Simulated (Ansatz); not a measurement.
Consider the following.

NiO (rock salt)

```xyz
2
Lattice="0.0000 2.1087 2.1087 2.1087 0.0000 2.1087 2.1087 2.1087 0.0000" Properties=species:S:1:pos:R:3 pbc="T T T"
O      0.0000     0.0000     0.0000
Ni     2.1087     2.1087     2.1087
```

The volume is varied about the relaxed value V₀ at fixed cell shape. Symmetry pins the atoms to their sites.

Calculation: PBE (plane waves to 420 eV, PAW, scalar-relativistic; Ansatz, a first-principles code). k mesh 19×19×19 (Γ-centred), Fermi-Dirac smearing 0.05 eV. The energy includes the smearing's −TS. Stress and pressure are positive under compression. NiO is run spin-polarised and with no Hubbard U; the real compound is an antiferromagnetic insulator, a state that this run doesn't describe. NiO was relaxed with its symmetry unable to fall. Relaxed NiO ends ferromagnetic. The PAW data are Ansatz's earlier set. The magnetic order is the one the run started from; other orders were not tried. ΔE is measured from the relaxed starting cell.

The scan covers V/V₀ from 0.840 to 1.160 in 11 points.

Question: What pressure does the cell carry at V/V₀ = 0.840?

Answer: 41.0 GPa.

Question: What is ΔE at V/V₀ = 1.160?

Answer: 99 meV/atom.

Question: What is ΔE at V/V₀ = 0.840?

Answer: 166 meV/atom.

(Under strain, the slope of the energy per volume gives the stress and its curvature an elastic modulus.)
